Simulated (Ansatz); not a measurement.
The start is a generated cell, CdS built in the wurtzite structure type. A full variable-cell relaxation at zero pressure is run with PBEsol (plane waves to 420 eV, PAW, scalar-relativistic; Ansatz, an electronic-structure program). The first steps use a coarse 7×7×4 k-mesh.

Starting cell:
```
CdS
1.0
    4.13559     0.00000     0.00000
   -2.06779     3.58152     0.00000
    0.00000     0.00000     6.77313
Cd S
2 2
Direct
  0.66667   0.33333   0.00000
  0.33333   0.66667   0.50000
  0.66667   0.33333   0.62520
  0.33333   0.66667   0.12520
```

Q: By how much does the energy per atom fall from start to end?

A: 1 meV/atom.

Q: How do the shortest distances between atoms change?

A: The closest pairs of elements (up to four, under 3.6 Å), start → end: Cd–S 2.53 → 2.52 Å.

Q: Write out the relaxed structure.

A: 
Space group P6₃mc (No. 186); a = b = 4.123 Å, c = 6.712 Å, α = β = 90.00°, γ = 120.00°

```csv
atom,site,symmetry,x,y,z
Cd,2b,3m.,0.6667,0.3333,0.0007
S,2b,3m.,0.3333,0.6667,0.1245
```

The space group stays P6₃mc (No. 186) (the run could not lower it); the end is wurtzite type, with 4 atoms in the primitive cell. Final values are on a 9×9×5 k-mesh of the relaxed cell. No spin polarisation in the result.

The run could not lose the symmetry of its start.
